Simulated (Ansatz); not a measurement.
With PBEsol (plane waves, PAW; program Ansatz), HfO2 in the orthorhombic phase (Pca2_1; Hf on 4a, O on 4a, O on 4a) relaxes to a = 5.229 Å, b = 5.018 Å, c = 5.042 Å. O on 4a has 3 nearest neighbours from 2.03 Å (trigonal planar). Its formation energy from the elements is -3.50 eV/atom, with no fitted shifts.

It is gapped at this level: 4.34 eV (indirect). The screened hybrid HSE06 puts the gap at 6.11 eV. Gap from PBEsol with spin–orbit coupling: 4.29 eV. Electrons at the band edge weigh 1.3, 1.7, 5.1 mₑ (principal values).

Born charges are Hf +5.23, O -2.65 to -2.58 e.

The cell was relaxed with PBEsol under the symmetry of its start. No spin polarisation was allowed. The references are the lowest solids computed at this level, not always the standard phases (solids in place of the gases). Scalar-relativistic: spin–orbit coupling is off unless named, which matters more the heavier the elements.

Potentials: the earlier of the program's two PAW sets. The files were generated under PBE; for other functionals the program regenerates the frozen cores, and for LDA and PBEsol the local potential too.
